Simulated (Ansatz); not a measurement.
KTaO3:
```cif
data_KO3Ta
_chemical_formula_sum 'K1 Ta1 O3'
_space_group_name_H-M_alt 'P 1'
_space_group_IT_number 1
_cell_length_a 3.98532
_cell_length_b 3.98532
_cell_length_c 3.98532
_cell_angle_alpha 90.000
_cell_angle_beta 90.000
_cell_angle_gamma 90.000
loop_
_space_group_symop_operation_xyz
  'x, y, z'
loop_
_atom_site_label
_atom_site_type_symbol
_atom_site_fract_x
_atom_site_fract_y
_atom_site_fract_z
_atom_site_occupancy
K1 K 0.00000 0.00000 0.00000 1
Ta1 Ta 0.50000 0.50000 0.50000 1
O1 O 0.00000 0.50000 0.50000 1
O2 O 0.50000 0.50000 0.00000 1
O3 O 0.50000 0.00000 0.50000 1
```

Relaxed with PBEsol. Plane-wave PAW PBEsol (Ansatz code) gives a gap of 2.14 eV.

Q: What gap does HSE06 give on the same cell (Ansatz, PAW)?

A: 3.58 eV, 1.44 eV more. The hybrid was solved on a coarser mesh and at special points; its gap is the smallest among all of these.

```json
[
 {"k": "Γ", "v1 PBEsol": "-0.61", "c1 PBEsol": "2.14", "v1 HSE06": "-0.65", "c1 HSE06": "3.58"},
 {"k": "R", "v1 PBEsol": "0.00", "c1 PBEsol": "6.50", "v1 HSE06": "[?]", "c1 HSE06": "[?]"},
 {"k": "M", "v1 PBEsol": "-0.04", "c1 PBEsol": "5.07", "v1 HSE06": "[?]", "c1 HSE06": "[?]"},
 {"k": "X", "v1 PBEsol": "-0.84", "c1 PBEsol": "2.30", "v1 HSE06": "[?]", "c1 HSE06": "[?]"}
]
```

Q: Top valence (v1) and lowest conduction level (c1) in eV from each method's valence maximum (which need not be a listed point): supply the withheld HSE06 values.

A: 
- X, v1 HSE06: -0.90
- X, c1 HSE06: 3.74
- M, v1 HSE06: -0.04
- M, c1 HSE06: 6.68
- R, v1 HSE06: 0.00
- R, c1 HSE06: 8.29

Cost on shared cores: the PBEsol run (SCF on a 7×7×7 mesh, then bands and DOS) roughly 24 core-seconds, the HSE06 run (SCF on 4×4×4, then a few points) around 100 core-seconds (rough); the tasks are unlike.

Space group Pm-3m (cubic perovskite). The PBEsol relaxation kept the symmetry of its start. No spin polarisation was allowed. Spin–orbit coupling is left out wherever it is not named.

Potentials: the later of the program's two PAW sets.
